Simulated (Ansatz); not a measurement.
Theory: Ansatz 0.2.0, DFT PBE, scalar-relativistic, plane waves, PAW. All cells share a 420 eV cutoff and Γ-centred k meshes spaced about 0.3 Å⁻¹ or finer (0.25 for metals, 2π included). No spin polarisation in the final relaxations.

Temperature and zero-point effects are left out. All come from trial cells, and lower structures may exist.

Question: These unrelaxed guesses for BeCdS₄ are each relaxed within their symmetry. Order them by the energy at which they end, lowest first.
A.

```
Be Cd S
1.0
     6.20000    0.00000    0.00000
     0.00000    6.20000    0.00000
     0.00000    0.00000    6.20000
Be Cd S
2 2 8
Direct
  0.00000 0.50000 0.50000
  0.00000 0.00000 0.00000
  0.50000 0.00000 0.50000
  0.50000 0.50000 0.00000
  0.89000 0.39000 0.11000
  0.11000 0.61000 0.89000
  0.61000 0.61000 0.61000
  0.39000 0.39000 0.39000
  0.39000 0.11000 0.89000
  0.61000 0.89000 0.11000
  0.11000 0.89000 0.39000
  0.89000 0.11000 0.61000
```

B.

```
Be Cd S
1.0
     5.68820    0.00000    0.00000
     0.00000    3.08580    0.00000
    -0.00686    0.00000    6.40316
Be Cd S
1 1 4
Cartesian
  0.0000 0.0000 0.0000
  2.8407 1.5429 3.2016
  1.7228 1.5429 0.8565
  3.9586 1.5429 5.5466
  4.6749 0.0000 2.2278
  1.0064 0.0000 4.1753
```

C.

```
Be Cd S
1.0
     3.17304   -3.31741    0.00000
     3.17304    3.31741    0.00000
     0.00000    0.00000    4.83258
Be Cd S
1 1 4
Direct
  0.50000 0.50000 0.50000
  0.00000 0.00000 0.00000
  0.74100 0.50100 0.67300
  0.25900 0.49900 0.67300
  0.49900 0.25900 0.32700
  0.50100 0.74100 0.32700
```

D.

```
Be Cd S
1.0
    -2.60000    2.80000    4.10000
     2.60000   -2.80000    4.10000
     2.60000    2.80000   -4.10000
Be Cd S
1 1 4
Direct
  0.00000 0.00000 0.00000
  0.50000 0.00000 0.50000
  0.66000 0.63000 0.57000
  0.06000 0.09000 0.43000
  0.94000 0.37000 0.03000
  0.34000 0.91000 0.97000
```

Answer: A (ends in P2_1/c, 0 meV/atom), D (ends in I222, 12 meV/atom), B (ends in P2/m, 32 meV/atom), C (ends in C222, 46 meV/atom).

Weakly bound directions are ill-defined at this level, which has no dispersion term (I222), and this can change margins and order among such cells. With atoms moved at random, P2_1/c (by 28 meV/atom) fell into a lower structure. Without a clear test, and held by symmetry: I222, P2/m and C222.

Some structure types and database cells were kept out of the candidates from the start, so a known form may be missing.
